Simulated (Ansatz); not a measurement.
Before relaxation, CH put at a top Si site (Si2W, I4/mmm (No. 139), (0 0 1) face):

```yaml
crystal:
  lattice:
    - [6.38609, 0.00000, 0.00000]
    - [0.00000, 6.38609, 0.00000]
    - [0.00000, 0.00000, 26.58635]
  atoms:
    - { symbol: Si, position: [0.50000, 0.00000, 0.31971] }
    - { symbol: Si, position: [0.50000, 0.50000, 0.31971] }
    - { symbol: Si, position: [0.00000, 0.00000, 0.31971] }
    - { symbol: Si, position: [0.00000, 0.50000, 0.31971] }
    - { symbol: W, position: [0.25000, 0.75000, 0.36837] }
    - { symbol: W, position: [0.25000, 0.25000, 0.36837] }
    - { symbol: W, position: [0.75000, 0.75000, 0.36837] }
    - { symbol: W, position: [0.75000, 0.25000, 0.36837] }
    - { symbol: Si, position: [0.50000, 0.00000, 0.41703] }
    - { symbol: Si, position: [0.50000, 0.50000, 0.41703] }
    - { symbol: Si, position: [0.00000, 0.00000, 0.41703] }
    - { symbol: Si, position: [0.00000, 0.50000, 0.41703] }
    - { symbol: Si, position: [0.75000, 0.75000, 0.46451] }
    - { symbol: Si, position: [0.75000, 0.25000, 0.46451] }
    - { symbol: Si, position: [0.25000, 0.75000, 0.46451] }
    - { symbol: Si, position: [0.25000, 0.25000, 0.46451] }
    - { symbol: W, position: [0.50000, 0.50000, 0.51302] }
    - { symbol: W, position: [0.50000, 0.00000, 0.51302] }
    - { symbol: W, position: [0.00000, 0.50000, 0.51302] }
    - { symbol: W, position: [0.00000, 0.00000, 0.51302] }
    - { symbol: Si, position: [0.75000, 0.75000, 0.56112] }
    - { symbol: Si, position: [0.75000, 0.25000, 0.56112] }
    - { symbol: Si, position: [0.25000, 0.75000, 0.56112] }
    - { symbol: Si, position: [0.25000, 0.25000, 0.56112] }
    - { symbol: C, position: [0.75000, 0.75000, 0.63183] }
    - { symbol: H, position: [0.75000, 0.75000, 0.67320] }
```

The calculation used DFT PBE+D3(BJ), scalar-relativistic, plane waves, PAW in Ansatz. Settings: cutoff 420 eV, Γ-centred mesh 5×5×1 on the computed 26-atom cell, Gaussian smearing of 0.10 eV; no spin polarisation. The cell repeats along c with a dipole correction in the vacuum.

Atoms 1, 2, 3, 4, 5, 6, 7, 8, 9, 10, 11, 12 (counted from 1) are held. The cell is fixed. Force threshold 0.03 eV/Å.

Q: Where does it end?

A: The energy falls by 0.388 eV in 7 steps, to:

```xyz
26
Lattice="6.3861 0.0000 0.0000 0.0000 6.3861 0.0000 0.0000 0.0000 26.5863" Properties=species:S:1:pos:R:3 pbc="T T T"
Si    3.1930    0.0000    8.5000
Si    3.1930    3.1930    8.5000
Si    0.0000    0.0000    8.5000
Si    0.0000    3.1930    8.5000
W     1.5965    4.7896    9.7936
W     1.5965    1.5965    9.7936
W     4.7896    4.7896    9.7936
W     4.7896    1.5965    9.7936
Si    3.1930    0.0000   11.0872
Si    3.1930    3.1930   11.0872
Si    0.0000    0.0000   11.0872
Si    0.0000    3.1930   11.0872
Si    4.7896    4.7896   12.3272
Si    4.7896    1.5965   12.3488
Si    1.5965    4.7896   12.3488
Si    1.5965    1.5965   12.3755
W     3.2110    3.2110   13.6482
W     3.2110   -0.0179   13.6482
W    -0.0179    3.2110   13.6482
W    -0.0179   -0.0179   13.6482
Si    4.7896    4.7896   14.9754
Si    4.7896    1.5965   14.8970
Si    1.5965    4.7896   14.8970
Si    1.5965    1.5965   14.9395
C     4.7896    4.7896   16.6749
H     4.7896    4.7896   17.7572
```

The end is the local minimum or symmetric point that this start leads to. The slab is only 6.5 Å thick, so the energy isn't converged with thickness.

Spin–orbit coupling is left out, which can shift energies with elements as heavy as these.

Cost: 1 run of about 6 core-minutes, on Intel Xeon 6975P-C (Granite Rapids) (shared hosts).